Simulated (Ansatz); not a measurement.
# Magnetic states of iron, A15

Level of theory: DFT, BLYP, plane waves (420 eV) with PAW, scalar-relativistic in Ansatz 0.2.0. The PAW files were generated under PBE, with cores re-solved for the functional.

Each start was relaxed and then solved on a dense mesh, with Fermi-Dirac smearing of 0.05 eV (0.1 eV in a metal without spin) extrapolated to zero. Rows within 2 meV/atom of each other tie.

(1) Where does each start end, and how do the energies compare? Starts: non-magnetic; ferromagnetic.

Answers

(1) 
| start | ends | ΔE (meV/atom) | V (Å³/atom) |
| --- | --- | --- | --- |
| ferromagnetic | ferromagnetic, net 2.28 μB per atom | 0.0 | 12.08 |
| non-magnetic | spin not included | 256.5 | 10.92 |
